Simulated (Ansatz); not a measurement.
K2NaInP2 (space group Ibam)

```xyz
12
Lattice="-3.2954 7.4255 3.2912 3.2954 -7.4255 3.2912 3.2954 7.4255 -3.2912" Properties=species:S:1:pos:R:3 pbc="T T T"
K     -1.7058     4.8000     3.2912
K      5.0013     2.6255     0.0000
K      1.5896     2.6255     3.2912
K      1.7058     4.8000     0.0000
Na     0.0000     0.0000     1.6456
Na     0.0000     0.0000     4.9368
In     0.0000     7.4255     1.6456
In     3.2954     0.0000     1.6456
P      1.4182     8.9089     0.0000
P      1.8772    -1.4834     3.2912
P      1.4182     5.9421     3.2912
P      1.8772     1.4834     0.0000
```

The volume is varied about the relaxed value V₀ at fixed cell shape. The atoms relax within the cell's symmetry.

Computed with PBEsol (plane waves to 420 eV, PAW, scalar-relativistic; Ansatz, a program for electronic structure). k mesh 6×6×6 (Γ-centred), Fermi-Dirac smearing 0.05 eV. The energy includes the smearing's −TS. Stress and pressure are positive under compression. With the shape held, the modulus is that of even scaling; a crystal free to change shape is softer. K2NaInP2 was relaxed with its symmetry unable to fall. ΔE is measured from the relaxed starting cell.

| V (Å³/atom) | ΔE (eV/atom) | P (GPa) |
|---|---|---|
| 24.161 | 0.0263 | 3.51 |
| 24.609 | 0.0176 | 2.77 |
| 25.056 | 0.0108 | 2.09 |
| 25.503 | 0.0059 | 1.49 |
| 25.951 | 0.0025 | 0.94 |
| 26.398 | 0.0006 | 0.45 |
| 26.846 | 0.0000 | 0.00 |
| 27.293 | 0.0006 | -0.41 |
| 27.740 | 0.0022 | -0.77 |
| 28.188 | 0.0048 | -1.09 |
| 28.635 | 0.0082 | -1.38 |
| 29.083 | 0.0124 | -1.62 |
| 29.530 | 0.0173 | -1.84 |

Read from the data:

The pressure at the smallest volume is 3.51 GPa, the energy cost of the largest compression is 26.3 meV/atom and the energy cost of the largest expansion is 17.3 meV/atom. The bulk modulus at fixed cell shape B₀ (third-order Birch-Murnaghan fit) comes out as 25.2 GPa. The pressure derivative B₀′ (fit) is 5.4 and the equilibrium volume of the fit comes out as 26.84 Å³/atom. The pressure for 5 % compression (fit) is 1.5 GPa.

The 13 points together took about 30 core-minutes (a rough figure).

(A scan under strain: stresses follow from slopes of the energy per volume, elastic moduli from its curvatures.)
